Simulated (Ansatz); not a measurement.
Input for Ansatz (plane-wave DFT, PAW):

```yaml
crystal:
  lattice:
    - [-1.582345, 1.582345, 1.582345]
    - [1.582345, -1.582345, 1.582345]
    - [1.582345, 1.582345, -1.582345]
  atoms:
    - { symbol: W, position: [0.0, 0.0, 0.0] }
basis:
  ecutwfc: 420
kpoints:
  mp_grid: { grid: [8, 8, 8] }
hamiltonian:
  xc: pbesol
scf:
  occupations: { method: gaussian, width: 0.1 }
output:
  forces: true
  stress: true
  eigenvalues: true
```

Launched with
```bash
ansatz run input.yaml --threads 1 --pin off --max-ram 2560MiB --backend cpu --events-out ev --progress --plain --runs-dir out
```

These are results of DFT PBEsol, scalar-relativistic, plane waves, PAW in Ansatz, not measurements.

Abridged output:

```
Pseudopotentials: kind: paw
Pseudopotential: W, paw, valence charge 14, recommended cutoff 420 eV (normal)
Functional definition: PBEsol
Crystal: 1 atom, lattice volume = 15.848 Å³
Basis set: ecut = 420 eV, 321 PW (Γ), exchange–correlation on 40×40×40 points (8 copies of the dense FFT grid, shifted against one another)
Bands: 11, of which v1, the nominal top of the filled ones, is band 7 counted from 1 (6 counted from 0)
Symmetry: 48 space group operations
Space group: Im-3m (ITA 229), of the structure as read, at distance tolerance 2.5e-5 Å
k-points: 29 of 512
Initial density: superposition of atomic densities (neutral atoms: chi_scale 0, normalization atom), corrected by the library's trained network
Initial wavefunctions: pseudopotential atomic-orbital guess
Functional: x = pbesol(κ = 0.804, μ = 0.12345679), c = pbesol(β = 0.046)
SCF iter   1: F=—  HF=-10256.564567 eV  |F-HF|=—  |Δ(HF+E_count)|=         —  Δρ=2.18e-3  dr2=1.42e-4  ethr=1.77e-3  ⟨swp⟩=5.0  Hψ=1700  notcnv=0
SCF iter   2: F=—  HF=-10256.564342 eV  |F-HF|=—  |Δ(HF+E_count)|=   2.25e-4  Δρ=1.14e-3  dr2=4.13e-5  ethr=1.01e-6  ⟨swp⟩=2.1  Hψ=705  notcnv=0
SCF iter   3: F=—  HF=-10256.564373 eV  |F-HF|=—  |Δ(HF+E_count)|=   3.10e-5  Δρ=2.74e-4  dr2=1.05e-5  ethr=2.95e-7  ⟨swp⟩=2.0  Hψ=472  notcnv=0
SCF iter   4: F=—  HF=-10256.564369 eV  |F-HF|=—  |Δ(HF+E_count)|=   4.66e-6  Δρ=8.17e-5  dr2=8.32e-7  ethr=7.49e-8  ⟨swp⟩=3.0  Hψ=499  notcnv=0
SCF iter   5: F=-10256.564368 eV  HF=-10256.564368 eV  |F-HF|=2.29e-10  |Δ(HF+E_count)|=   3.97e-7  Δρ=5.97e-6  dr2=1.73e-9  ethr=5.94e-9  ⟨swp⟩=2.1  Hψ=477  notcnv=0
SCF iter   6: F=-10256.564368 eV  HF=-10256.564368 eV  |F-HF|=1.42e-10  |Δ(HF+E_count)|=   1.22e-9  Δρ=1.26e-6  dr2=1.68e-10  ethr=1.24e-11  ⟨swp⟩=1.8  Hψ=1012  notcnv=0
SCF 1 converged in 6 iterations: F = -10256.564368 eV  dr2 = 1.68e-10
SCF converged after 6 iterations
Free energy (F): -10256.564368 eV
Harris-Foulkes:  -10256.564368 eV  (|F-HF|=1.42e-10)
Internal energy: -10256.564366 eV  (E = F + TS)
E sigma→0 (E₀):  -10256.564367 eV
Entropy (-TS):   -0.000002 eV (-0.002 meV/atom)
Fermi energy:    22.226377 eV
--- Per-component energies (eV) ---
  E_band       = -83.485958
  E_kinetic    = 450.253090
  E_local      = -600.935146  (includes V_loc(G=0)·N_el)
  E_nonlocal   = 2.935065
  E_hartree    = 215.022456
  E_xc         = -265.264699
  E_vxc        = -238.687216  (∫ρ·V_xc dr)
  E_paw        = -8436.028187  (= ΣΔE_a)
  E_vpaw       = -127.096246  (= ΣTr[D̂ρ^β])
  E_aug_tail   = -0.000061  (compensation charges beyond the density's cutoff)
  E_ewald      = -1622.768677
  E_core_change = 0.221792  (= ΣΔE_core)
  E_smearing   = -0.000002  (= −TS)
--- Forces (eV/Å), atoms counted from 1 ---
  atom   1  W      0.00000000     0.00000000     0.00000000
--- Stress (GPa, compression-positive) ---
       -2.717609       0.000000       0.000000
        0.000000      -2.717609       0.000000
        0.000000       0.000000      -2.717609
  P = ⅓ Tr σ = -2.7176 GPa (-27.176 kbar)
--- Band table (eV; the first three rows and the last of 29) ---
  k-point 0: bands = ["-51.6255", "-15.2153", "-15.2153", "-15.2153", "12.8125", "21.2142", "21.2142", "21.2142", "24.6791", "24.6791", "36.9785"]
  k-point 1: bands = ["-51.6058", "-15.4191", "-15.2791", "-15.2163", "13.5445", "20.7883", "21.0701", "21.9416", "24.1418", "24.6988", "37.5172"]
  k-point 2: bands = ["-51.5580", "-15.8904", "-15.4301", "-15.2189", "15.2332", "19.9030", "20.5979", "23.9927", "24.0649", "24.8784", "37.2030"]
  k-point 28: bands = ["-51.3890", "-16.1236", "-16.1236", "-16.1236", "16.5985", "16.5985", "27.6280", "27.6280", "27.6280", "30.7072", "30.7072"]
```

The calculation finished and met its thresholds.

It took 0.66 s on 1 thread of Arm Neoverse V1 (shared host), peak memory 0.25 GiB.

The k mesh is coarse. Spin–orbit coupling is left out, which can shift energies with elements as heavy as these.